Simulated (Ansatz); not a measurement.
TaSi2 in space group I4/mcm (No. 140; Si on 8h, Ta on 4a) at seven volumes, the program Ansatz at the PBE level (PAW), shape and atoms relaxed at each. One row is withheld.

```csv
V (Å³/atom),P (GPa)
15.354,16.66
15.860,10.29
16.366,4.75
16.872,0.00
17.378,?
17.885,-7.49
18.391,-10.44
```

Task: Fit the shown pressures and predict the withheld one.

Result: P = (3/2)B₀(x^(7/2) − x^(5/2))[1 + (3/4)(B′ − 4)(x − 1)] with x = (V₀/V)^(2/3). Least squares on the six rows gives V₀ = 16.876 Å³/atom, B₀ = 145 GPa, B′ = 4.13. At V = 17.378, x = 0.9806 and P = -4.00 GPa. The run itself gave -4.05 GPa.

The cell is a constructed one: a structure type filled with these elements; neither database checked (COD, Materials Project) lists it. COD files the formula under space group No. 180, 181, so this cell is another polymorph or a model. Its standing as an ambient phase is unchecked. The cell was relaxed with PBE under the symmetry of its start; whether a distortion lowers the energy is not shown. No spin polarisation was allowed. Spin–orbit coupling is left out wherever it is not named.

Potentials: the later of the program's two PAW sets.
